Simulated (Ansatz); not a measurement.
## Au: computed property card

Au:
```yaml
crystal:
  lattice:
    - [1.45119, -2.51544, 0.00000]
    - [1.45119, 2.51544, 0.00000]
    - [0.00000, 0.00000, 4.81846]
  atoms:
    - { symbol: Au, position: [0.66657, 0.33343, 0.75000] }
    - { symbol: Au, position: [0.33343, 0.66657, 0.25000] }
```

Space group P6_3/mmc (No. 194), hcp (Mg type); conventional cell a = 2.903 Å, b = 2.903 Å, c = 4.818 Å, α = 90.00°, β = 90.00°, γ = 120.00°.

Method: plane-wave PAW r²SCAN (Ansatz code). Geometry: relaxed at this level of theory. Other levels are named where they apply.

Cell and energy:

| Property | Result |
|---|---|
| Volume per atom | 17.59 Å³ |
| Density | 18.59 g/cm³ |

Electronic structure:

| Property | Value |
|---|---|
| Electronic character | metallic (no gap) |
| Density of states at the Fermi level | 0.29 states/eV per atom (mean over ±0.08 eV) |

The first step of the workflow began from a Materials Project structure, measured or hypothetical; the Crystallography Open Database files this formula in space group No. 194, but the cells were not matched. It is not the phase usual at ambient conditions (space group No. 225). Symmetry was held in the r²SCAN relaxation; its stability against distortions is not shown here. Point labels and valley counts follow the cell and symmetry of the run, lower than the named group. Axis ratios of metals converge slowly with the k-mesh, so a and c are less sure than the volume. Scalar-relativistic: spin–orbit coupling is off unless named, which matters more the heavier the elements.

Potentials: the later of the program's two PAW sets.
